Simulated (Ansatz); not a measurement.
SnO (CsCl type, Pm-3m) at seven volumes, plane-wave PAW r²SCAN (Ansatz code), scaled uniformly. One row is withheld.

```csv
V (Å³/atom),P (GPa)
13.579,12.99
14.027,7.93
14.474,?
14.922,0.02
15.370,-3.04
15.817,-5.63
16.265,-7.82
```

### Question
Fit the shown pressures and predict the withheld one.

### Answer
P = (3/2)B₀(x^(7/2) − x^(5/2))[1 + (3/4)(B′ − 4)(x − 1)] with x = (V₀/V)^(2/3). Least squares on the six rows gives V₀ = 14.925 Å³/atom, B₀ = 111 GPa, B′ = 4.57. At V = 14.474, x = 1.0207 and P = 3.65 GPa. The run itself gave 3.64 GPa.

A made-up cell: these elements were put on the sites of a structure type; neither database checked (COD, Materials Project) lists it. It is not the phase usual at ambient conditions (space group No. 129). Symmetry was held in the r²SCAN relaxation. At this level the phase is mechanically unstable. Scalar-relativistic: spin–orbit coupling is off unless named, which matters more the heavier the elements.

Potentials: the later of the program's two PAW sets.
